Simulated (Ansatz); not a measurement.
Input and command of a plane-wave DFT calculation in Ansatz:

```yaml
crystal:
  lattice:
    - [0.0, 2.422875, 2.485]
    - [2.547125, 0.0, 2.485]
    - [2.547125, 2.422875, 0.0]
  atoms:
    - { symbol: "Y", position: [0.0, 0.0, 0.0] }
basis:
  ecutwfc: 420
kpoints:
  mp_grid: { grid: [16, 16, 16] }
hamiltonian:
  xc: pbesol
scf:
  occupations: { method: gaussian, width: 0.15 }
output:
  forces: true
  stress: true
  eigenvalues: true
```

```bash
ansatz run input.yaml --threads 1 --pin off --max-ram 2560MiB --backend cpu --events-out ev --progress --plain --runs-dir out
```

Processor: Arm Neoverse V1, 1 thread, on a host shared with other jobs.

**Question.** How long does it run, and how much memory does it take?

**Answer.** About 9.6 s on 1 thread of Arm Neoverse V1, on a shared host, peak memory 0.45 GiB. It solves 10 bands at 621 k points (the mesh reduced by symmetry) with about 585 plane waves, in 6 SCF iterations.
